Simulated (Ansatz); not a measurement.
## KAs₄H₃O₁₂: As-75 nuclear quadrupole resonance

Cell: a Materials Project structure (computed, not necessarily an observed phase), taken as it stands.

```xyz
20
Lattice="5.2487 0.0000 0.0000 0.6922 7.1514 0.0000 1.4577 3.3734 6.8754" Properties=species:S:1:pos:R:3 pbc="T T T"
K     0.7021    7.1189    0.0055
H     3.5355    5.6757    1.9499
H     3.8654    4.8501    4.9448
H     6.8689    6.8487    6.7516
As    3.3530    7.7398    2.9515
As    4.0365    2.8097    3.9119
As    5.8716    7.1971    4.6767
As    1.4858    3.3700    2.1352
O     1.8269    6.7862    3.4825
O     5.5924    3.7132    3.4340
O     4.3590    6.5390    4.1420
O     3.0271    3.9720    2.7187
O     3.5865    6.5995    1.5863
O     3.8011    3.9247    5.2979
O     6.2197    6.3000    6.1005
O     1.0435    4.1894    0.7431
O     3.1986    8.9881    4.3036
O     4.2302    1.5138    2.5957
O     5.7497    8.8651    5.1281
O     1.6535    1.6622    1.7708
```

Sites (sets of like atoms) are named by element and the number of their first atom in this list.

Method: Kohn–Sham DFT in Ansatz, PBE, plane waves and PAW, scalar-relativistic, 420 eV cutoff, Γ-centred 5×4×4 k-points, Fermi–Dirac smearing 0.02 eV.

As-75: I = 3/2, Q = 311.0 mb (year-2017 value). Static lattice, zero field.

Problem. Predict the zero-field As-75 lines of each site.

Solution. For I = 3/2 there is one line, ν = (|C_Q|/2)(1 + η²/3)^½.

| site | atoms | V_zz (10²¹ V/m²) | C_Q (MHz) | η | line frequencies (MHz) |
| --- | --- | --- | --- | --- | --- |
| As5 | 5 | -9.60 | -72.2 | 0.78 | 39.6 |
| As6 | 6 | 9.56 | 71.9 | 0.91 | 40.6 |
| As7 | 7 | -2.09 | -15.7 | 0.36 | 8.03 |
| As8 | 8 | -8.50 | -63.9 | 0.26 | 32.3 |

The largest force is 0.4 eV/Å, so the atoms aren't at the calculated equilibrium and relaxing them would move these values.
